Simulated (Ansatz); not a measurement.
SrVO3:
```
CELL_PARAMETERS angstrom
      3.84044     0.00000     0.00000
      0.00000     3.84044     0.00000
      0.00000     0.00000     3.84044
ATOMIC_POSITIONS crystal
  Sr 0.50000 0.50000 0.50000
  V  0.00000 0.00000 0.00000
  O  0.00000 0.00000 0.50000
  O  0.50000 0.00000 0.00000
  O  0.00000 0.50000 0.00000
```
Starting moments (μB, in the order of the atoms Sr V O O O): 0.0 1.1 0.0 0.0 0.0.

Relaxed with r²SCAN. Special points in fractions of this cell's reciprocal vectors: Γ (0.000, 0.000, 0.000); X (0.000, 0.500, 0.000); M (0.500, 0.500, 0.000); R (0.500, 0.500, 0.500).

Q: List the band energies nearest the Fermi level at these points for the program Ansatz at the r²SCAN level (PAW).

A: In eV from the Fermi level; about four levels below and three above (degenerate sets whole), none deeper than 8.9 eV; points with the same levels are listed once.

```csv
k,below,above
Γ ↑,-2.39 -2.39 -2.39 -1.48 -1.48 -1.48,1.34 1.34 4.17 4.17
X ↑,-4.10 -2.85 -2.85 -1.39,0.55 0.55 1.36
M ↑,-4.16 -3.64 -3.64 -2.09,0.50 0.50 0.83
R ↑,-6.11 -6.11 -6.11 -2.00 -2.00 -2.00,1.07 1.07 1.07
Γ ↓,-3.32 -3.32 -3.32 -2.44 -2.44 -2.44,0.15 0.15 0.15
X ↓,-4.45 -4.45 -4.14 -2.89 -2.89,0.29 1.95 1.98 1.98
M ↓,-4.15 -3.67 -3.67 -2.14,1.98 1.98 2.41
R ↓,-5.85 -5.85 -5.85 -2.05 -2.05 -2.05,2.62 2.62 2.62
```

Space group Pm-3m (cubic perovskite). The r²SCAN relaxation kept the symmetry of its start. The final state is ferromagnetic, chosen from 5 collinear starts compared on coarse meshes (ties went to the first, and starts can fall back to one state), not a proven ground state. Other orbital occupations within this spin state were not tried. No Hubbard U is applied. The compound may be a true metal, but semilocal functionals without U, or a wrong spin order, can also close a gap. Scalar-relativistic: spin–orbit coupling is off unless named, which matters more the heavier the elements.

Potentials: the later of the program's two PAW sets.
